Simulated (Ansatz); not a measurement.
AgI:
```yaml
crystal:
  lattice:
    - [0.00000, 3.17405, 3.17405]
    - [3.17405, 0.00000, 3.17405]
    - [3.17405, 3.17405, 0.00000]
  atoms:
    - { symbol: Ag, position: [0.00000, 0.00000, 0.00000] }
    - { symbol: I, position: [0.25000, 0.25000, 0.25000] }
```

x, y and z are the axes in which the lattice vectors are written.

Q: Give the high-frequency dielectric tensor and the Born effective charge tensors of the independent atoms from DFPT, LDA in the plane-wave PAW code Ansatz.

A: 
ε∞:
```
5.93  0.00  0.00
0.00  5.93  0.00
0.00  0.00  5.93
```
Z* of atom 1 (Ag), rows: field, columns: displacement, in e:
```
1.18  0.00  0.00
0.00  1.18  0.00
0.00  0.00  1.18
```
Z* of atom 2 (I), rows: field, columns: displacement, in e:
```
-1.18   0.00   0.00
 0.00  -1.18   0.00
 0.00   0.00  -1.18
```

Space group F-43m (zinc blende). The LDA relaxation kept the symmetry of its start. No spin polarisation was allowed. Scalar-relativistic: spin–orbit coupling is off unless named, which matters more the heavier the elements.

Potentials: the earlier of the program's two PAW sets. The files were generated under PBE; for other functionals the program regenerates the frozen cores, and for LDA and PBEsol the local potential too.
